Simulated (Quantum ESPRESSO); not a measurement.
# Ga3InP4: convergence and cost over cutoff and k mesh

A calculation, not a measurement. The program is pw.x of Quantum ESPRESSO 7.5 (plane-wave density functional theory). The cell is made up: 8 atoms on a zincblende/diamond lattice, with randomly drawn elements, strain and displacements, not relaxed. PseudoDojo standard norm-conserving files (v0.5 for PBE, v0.4.1 for LDA and PBEsol) set the functional; there is no spin polarisation, spin-orbit coupling or dispersion term, and the masses in the input are unused placeholders.

Input of the run in row 4:

```
&control calculation='scf', pseudo_dir='./dojo.nc.sr.pbe.v0_5.standard.upf', outdir='./o', disk_io='medium', tprnfor=.true., tstress=.true. /
&system ibrav=0, nat=8, ntyp=3, nbnd=42, ecutwfc=79.96652505, nosym=.true., tot_charge=0,
 occupations='smearing', smearing='fd', degauss=0.0018374661
/
&electrons conv_thr=7.350e-09, electron_maxstep=60, /
ATOMIC_SPECIES
Ga 1.0 Ga.upf
In 1.0 In.upf
P 1.0 P.upf
CELL_PARAMETERS angstrom
5.6333 0.027 -0.0096
0.027 5.7058 0.0182
-0.0096 0.0182 5.6413
ATOMIC_POSITIONS angstrom
Ga 0.0147 -0.0451 0.0515
Ga 0.0167 2.8894 2.8583
Ga 2.9237 0.1641 2.7093
In 2.8854 2.7207 0.0571
P 1.2721 1.4746 1.4035
P 1.351 4.313 4.334
P 4.1628 1.4902 4.2893
P 4.2247 4.3443 1.4986
K_POINTS automatic
4 4 4 1 1 1
```

The same cell was run at these settings. Meshes are shifted by half a step, and differences are from the last row, which is itself not exact.

```
cutoff (eV)     k mesh  k points solved  threshold (eV)  free energy less the last row's (eV)  pressure (GPa)  largest stress difference (GPa)  largest force difference (eV/Å)  iterations  wall time (s)  k-point pools              processor
        762  2 x 2 x 2                4           1e-04                                 5.574          -39.35                            39.78                            0.037           7             50              1  AMD EPYC, Zen 5 class
       1088  2 x 2 x 2                4           1e-07                                 0.474            0.55                             0.27                            0.035          10             98              1  AMD EPYC, Zen 5 class
        559  4 x 4 x 4               32           1e-07                                91.314         -341.28                           341.85                            0.066          10            144              1  AMD EPYC, Zen 5 class
       1088  4 x 4 x 4               32           1e-07                                 0.010            0.26                             0.02                            0.001          10            468              1  AMD EPYC, Zen 5 class
       1377  6 x 6 x 6              108           1e-07                                 0.000            0.29                             0.00                            0.000          10           2215              1  AMD EPYC, Zen 5 class
```

Each pool is one process. Wall times include start-up and a band step at six k points, which weighs most on the coarsest meshes. The runs were on shared virtual cores whose load varied, so times are rough.